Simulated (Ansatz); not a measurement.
Consider the following.

W:
```cif
data_W2
_chemical_formula_sum 'W2'
_space_group_name_H-M_alt 'Im-3m'
_space_group_IT_number 229
_space_group_name_Hall '-I 4 2 3'
_cell_length_a 3.13615
_cell_length_b 3.13615
_cell_length_c 3.13615
_cell_angle_alpha 90.000
_cell_angle_beta 90.000
_cell_angle_gamma 90.000
loop_
_atom_site_label
_atom_site_type_symbol
_atom_site_symmetry_multiplicity
_atom_site_Wyckoff_symbol
_atom_site_fract_x
_atom_site_fract_y
_atom_site_fract_z
_atom_site_occupancy
W1 W 2 a 0.00000 0.00000 0.00000 1
```
(The calculation used a cell of 1 atom; values per cell refer to that cell.)

This is the LDA-relaxed structure.

Question: All from LDA in the plane-wave PAW code Ansatz, unless another level is named. Estimate the Poisson's ratio.

Answer: 0.30.

Question: And the elastic constants (relaxed ions, GPa)?

Answer: C11 = 567, C12 = 219, C44 = 150.

The cell was relaxed with LDA under the symmetry of its start. No spin polarisation was allowed. As this level gives no gap, shear constants depend on the k-mesh and smearing (Fermi–Dirac, 0.1 eV here). Spin–orbit coupling is left out wherever it is not named.

Potentials: the earlier of the program's two PAW sets. The files were generated under PBE; for other functionals the program regenerates the frozen cores, and for LDA and PBEsol the local potential too.
